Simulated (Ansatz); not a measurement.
KI (rock salt, Fm-3m), LDA (plane waves, PAW; program Ansatz). The conduction-band minimum lies at Γ, with 1 equivalent valley. Second derivatives d²E/dk² of the lowest band at one valley (eV·Å²), along Cartesian directions:

```
direction  d²E/dk²
---------  -------
[100]        25.83
[010]        25.83
[001]        25.83
[110]        25.83
[101]        25.83
[011]        25.83
```

**Question.** Find the principal effective masses, the density-of-states mass and the conductivity mass.

**Answer.** Off-diagonal terms follow from H_xy = H[110] − (H_xx + H_yy)/2, and m*/mₑ = 7.620 eV·Å² over each eigenvalue: 0.30, 0.30, 0.30. One valley's DOS mass (m₁m₂m₃)^(1/3) = 0.30, conductivity mass 3/(Σ 1/mᵢ) = 0.30 mₑ.

**Question.** What effective density of states Nc follows at 300 K for parabolic valleys?

**Answer.** Nc = 2.509e19 × 1 × (0.30)^(3/2) ≈ 4.1e18 cm⁻³.

**Question.** With the computed static dielectric constant 5.05 (mean of the diagonal), estimate a hydrogenic donor's binding energy and radius.

**Answer.** E = 13.606 eV × 0.30/5.05² ≈ 160 meV; a = 0.529 Å × ε/m* ≈ 8.9 Å. Semilocal masses tend to be too small where the gap is.

**Question.** With ε∞ = 3.12 and ω_LO = 146 cm⁻¹, what Fröhlich coupling constant follows?

**Answer.** α = (1/ε∞ − 1/ε0) √(m* × 13.606 eV/ħω_LO) = 1.8.

The LDA relaxation kept the symmetry of its start; phonons on a q-mesh show no instability. Scalar-relativistic: spin–orbit coupling is off unless named, which matters more the heavier the elements.

Potentials: the later of the program's two PAW sets.
